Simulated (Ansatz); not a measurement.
Bi$_{2}$Se$_{3}$:
```
CELL_PARAMETERS angstrom
      2.07451     1.19772     9.82622
     -2.07451     1.19772     9.82622
      0.00000    -2.39544     9.82622
ATOMIC_POSITIONS crystal
  Bi 0.39898 0.39898 0.39898
  Bi 0.60102 0.60102 0.60102
  Se 0.00000 0.00000 0.00000
  Se 0.21512 0.21512 0.21512
  Se 0.78488 0.78488 0.78488
```

Relaxed with r²SCAN+D4.

**Question.** Map the electron localisation function on the plane through (0.399, 0.399, 0.399) spanned by u = [1, 0, 0] and v = [-1, 1, 1] in lattice vectors, from r²SCAN+D4 in the plane-wave PAW code Ansatz.

**Answer.** x is the fraction of u, y of v (the angle between them is 40°; rows are the nearest grid lines); atoms in the plane: Bi at (0.00, 0.00), Bi at (0.40, 0.20), Se at (0.20, 0.60), Se at (0.63, 0.82), Se at (0.77, 0.39).
```
|@.:==-.       .=*###*+=-:.       :=++: @|
|:...==-:.      :*%%@@@%#*-:       .:=++:|
|+=::-+=-:.      =#@@@@@%%*=:       .:=++|
|-=+++++=-..      -#@@#++#%%#+:       ..-|
|---------:.       .*@@#-.:+%%#+:    .:--|
|#%%#*+-:..          #@@@#=-+#%#*-.  .-*#|
|#%%@%%#+:.          :#@@@%**#%%#+:  .:*#|
|*%@@%%@@%#+:          .+%@@@@@%%#+:. .-*|
|:*%@%*==*%%%*:           .=#%%%%#*=:.  :|
| .=#%%*:.:*%%#+.   .-=++=:   .=++=-:.   |
|  .+#%%*:.-#@%#=.  .=+*###+:   .:::.    |
|    :+#%@%##%@%%+:  -*#%%@@@@#=.        |
|      .-+#%@@@@%#+: .-*%%%%%@@@@#-      |
|       ..:-=*#%%#*=. .-+#%%+--*@@@%-    |
|      ..:::--=+**+=:  .-*#%#-.:*@@@%-   |
|      .:-==+==--:...    :=##%*-:=%@@@*. |
|:      .:-=+==+++=:.      :=*%%%%%%@@@#:|
|*-      .:-==:. :=+=.       .-+#%%@@@%%*|
|#=.      .:-+-....=+-.       .:=*#%%%%%#|
|=-:        .:=+: . :+=:      .:----==++=|
|::.          .:=+=::++=:.    .:-=++===-:|
|+=-.          ..:--=++==:.    .:=++=::-+|
|:==-.         .:----===-:.     .-=+=...:|
|@.:==-.       .=*###*+=-:.       :=++: @|
```
Scale: ten equal steps from 0.006 (start of ' ') to 0.863 (end of '@'), in the order ' .:-=+*#%@'; x runs from 0.000 to 1.00, y from 0.000 (bottom) to 1.00 (top).

The density is the valence pseudo-density with augmentation charge, so density and ELF within about 1 Å of a nucleus are not all-electron values.

Space group R-3m. Symmetry was held in the r²SCAN+D4 relaxation. Scalar-relativistic: spin–orbit coupling is off unless named, which matters more the heavier the elements.

Potentials: the later of the program's two PAW sets.
